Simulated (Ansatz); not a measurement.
## IrSe₄: start and end of a relaxation

The guess for IrSe₄ was made by a generator: ordered vacancies on the cation sites of rutile (Cmmm, No. 65) (occupants of the shared sites, in ratio, Ir: 1, vacant: 1). Its size is a rough estimate.

start.xyz

```xyz
5
Lattice="4.3072 -4.3072 0.0000 4.3072 4.3072 0.0000 0.0000 0.0000 3.9594" Properties=species:S:1:pos:R:3 pbc="T T T"
Ir    0.0000    0.0000    0.0000
Se    4.3072   -1.6798    0.0000
Se    4.3072    1.6798    0.0000
Se    6.9346    0.0000    1.9797
Se    1.6798    0.0000    1.9797
```

Level of theory: DFT PBE, scalar-relativistic, plane waves, PAW (Ansatz). Cutoff 420 eV, Gaussian smearing, Γ-centred meshes. Cell and atoms relax first on a coarse mesh and then on a finer one. In between, the cell is made exact in the group found at 0.06 Å. In metals the finer mesh still leaves noise of several meV/atom or more. The steps can't lower the symmetry of their start. Collinear spin, starting moments Ir 1.0 μB; they died out on the coarse mesh, so the last step has no spin.

end.xyz

```xyz
5
Lattice="3.6705 -4.0108 0.0000 3.6705 4.0108 0.0000 0.0000 0.0000 3.6167" Properties=species:S:1:pos:R:3 pbc="T T T"
Ir    0.0000    0.0000    0.0000
Se    3.6705   -1.6006    0.0000
Se    3.6705    1.6006    0.0000
Se    5.5697    0.0000    1.8084
Se    1.7713    0.0000    1.8084
```

The symmetry stays Cmmm (No. 65). The volume per atom shrinks by 27.5 %, from 29.4 to 21.3 Å³. The shortest distance goes from 2.60 Å (Ir–Se) to 2.41 Å (Ir–Se). The energy falls by about 0.31 eV/atom (the start's value is from the coarse mesh).

```yaml
Volume_per_atom: 21.3 Å³
Density: 7.9 g/cm³
Formation_energy: +0.14 eV/atom
Gap_on_the_8×8×10_mesh_of_the_5-atom_cell: 0 eV (a metal)
```

Energies over the elements count from the elements' standard structures at the same level, with no fitted energy shifts. A positive value: parting into the elements would lower its energy.

The last run used Gaussian smearing of 0.10 eV. No dispersion correction is applied, so the spacing and binding between layers, chains or molecules are poorly described. Spin–orbit coupling, which can matter for Ir, is left out. An odd number of electrons in the primitive cell allows no gap without spin; a larger cell or a magnetic state could open one. The reference form of Se is held partly by dispersion forces, which this level lacks. Symmetry constrained the relaxation, so the result can be a saddle point. In all, the 4 runs took 7.9 min on 1 thread of Arm Neoverse V2, on a shared host.
